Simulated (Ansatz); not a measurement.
```yaml
crystal:
  lattice:
    - [3.2654745954, 0.0, 0.0]
    - [0.0, 3.2654745954, 0.0]
    - [0.0, 0.0, 3.2654745954]
  atoms:
    - { symbol: Hf, position: [0.0, 0.0, 0.0] }
    - { symbol: Os, position: [0.5, 0.5, 0.5] }
basis:
  ecutwfc: 420
  ecutrho_ratio: 4
kpoints:
  mp_grid: { grid: [10, 10, 10] }
hamiltonian:
  xc: pbesol
scf:
  occupations: { method: gaussian, width: 0.05 }
output:
  forces: true
  stress: true
  eigenvalues: true
```

Question: What does this Ansatz input ask for?

Answer: It asks for a single-point calculation of HfOs with PBEsol (scalar-relativistic), a cutoff of 420 eV (density cutoff 4 times that), a Γ-centred 10×10×10 mesh and Gaussian smearing of 0.05 eV, without spin polarisation. Forces, stress and eigenvalues are wanted.

Question: How large is the problem?

Answer: 42 valence electrons, 691 plane waves at Γ, 48 symmetry operations and 56 irreducible k-points; it took 6 SCF iterations in all.

Launched as:
```sh
ansatz run input.yaml --threads 4 --pin off --max-ram 8192MiB --backend cpu --events-out ev --progress --plain --runs-dir out
```

Question: About how long does the run take on 4 threads of Intel(R) Xeon(R) 6975P-C (Granite Rapids) (shared host), and how much memory does it need?

Answer: About 0.61 s, with a peak of 0.42 GiB.

The start was a prototype's sites filled with these elements; the Crystallography Open Database holds the compound in this structure.
